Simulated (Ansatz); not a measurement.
MoPt2:
```xyz
3
Lattice="-1.6664 1.6664 4.1112 1.6664 -1.6664 4.1112 1.6664 1.6664 -4.1112" Properties=species:S:1:pos:R:3 pbc="T T T"
Mo     0.0000     0.0000     0.0000
Pt     0.0000     0.0000     2.7445
Pt     0.0000     0.0000     5.4778
```

This is the PBEsol-relaxed structure.

Q: All from DFT-PBEsol in the program Ansatz with PAW potentials, unless another level is named. Give the formation energy from the elements (no fitted shifts).

A: -0.23 eV/atom.

Q: Next, the density of states at the Fermi level?

A: 0.38 states/eV per atom (mean over ±0.08 eV).

Space group I4/mmm (MoSi2 or CaC2 type). The cell is a constructed one: a structure type filled with these elements; neither database checked (COD, Materials Project) lists it. COD files the formula under space group No. 71. Whether it is the stable phase at ambient conditions was not checked. The cell was relaxed with PBEsol under the symmetry of its start; its stability against distortions is not shown here. The run is not spin-polarised. The references are the lowest solids computed at this level, not always the standard phases. Spin–orbit coupling is left out wherever it is not named.

Potentials: the earlier of the program's two PAW sets. The files were generated under PBE; for other functionals the program regenerates the frozen cores, and for LDA and PBEsol the local potential too.
